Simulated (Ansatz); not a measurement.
Input:

YPt3:
Space group Pm-3m (No. 221); a = 4.0959 Å, b = 4.0959 Å, c = 4.0959 Å, α = 90.00°, β = 90.00°, γ = 90.00°

```csv
atom,site,symmetry,x,y,z
Y,1a,m-3m,0.0000,0.0000,0.0000
Pt,3c,4/mm.m,0.0000,0.5000,0.5000
```

This is the r²SCAN-relaxed structure.

### Question
All from the program Ansatz at the r²SCAN level (PAW), unless another level is named. Estimate the formation energy from the elements (no fitted shifts).

### Answer
-1.07 eV/atom.

### Question
Next, the density of states at the Fermi level?

### Answer
0.72 states/eV per atom (mean over ±0.08 eV).

The workflow started from a Materials Project entry (that database holds measured and hypothetical structures alike); the Crystallography Open Database files this formula in space group No. 221, but the cells were not matched. Its standing as an ambient phase is unchecked. The r²SCAN relaxation kept the symmetry of its start; its stability against distortions is not shown here. No spin polarisation was allowed. The references are the lowest solids computed at this level, not always the standard phases. Spin–orbit coupling is left out wherever it is not named.

Potentials: the later of the program's two PAW sets.
